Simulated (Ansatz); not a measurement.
AlPO₄:
Space group I-4 (No. 82); a = b = 5.0337 Å, c = 7.4075 Å, α = β = γ = 90.00°

| atom | site | symmetry | x | y | z |
|---|---|---|---|---|---|
| Al | 2a | -4.. | 0.0000 | 0.0000 | 0.0000 |
| P | 2c | -4.. | 0.0000 | 0.5000 | 0.2500 |
| O | 8g | 1 | 0.0983 | 0.2693 | 0.1322 |
(The calculation used a cell of 6 atoms; values per cell refer to that cell.)

Relaxed with PBEsol.

**Question.** Tabulate the valence density and the electron localisation function along the shortest Al–O contact (1.74 Å), PBEsol in the plane-wave PAW code Ansatz.

**Answer.** 

| distance from Al (Å) | density (e/Å³) | ELF |
|---|---|---|
| 0.17 | 0.06 | 0.01 |
| 0.26 | 0.06 | 0.01 |
| 0.35 | 0.07 | 0.01 |
| 0.44 | 0.10 | 0.00 |
| 0.52 | 0.17 | 0.10 |
| 0.61 | 0.26 | 0.32 |
| 0.70 | 0.39 | 0.59 |
| 0.78 | 0.56 | 0.76 |
| 0.87 | 0.77 | 0.82 |
| 0.96 | 1.06 | 0.85 |
| 1.05 | 1.46 | 0.86 |
| 1.13 | 2.08 | 0.85 |
| 1.22 | 2.95 | 0.83 |
| 1.31 | 4.04 | 0.78 |
| 1.40 | 5.19 | 0.68 |
| 1.48 | 6.23 | 0.54 |
| 1.57 | 7.04 | 0.37 |

The density is the valence pseudo-density with augmentation charge, so density and ELF within about 1 Å of a nucleus are not all-electron values.

The first step of the workflow began from a Materials Project structure, measured or hypothetical; the Crystallography Open Database files this formula in space group No. 82, but the cells were not matched. Whether it is the stable phase at ambient conditions was not checked. Symmetry was held in the PBEsol relaxation; whether a distortion lowers the energy is not shown.

Potentials: the later of the program's two PAW sets.
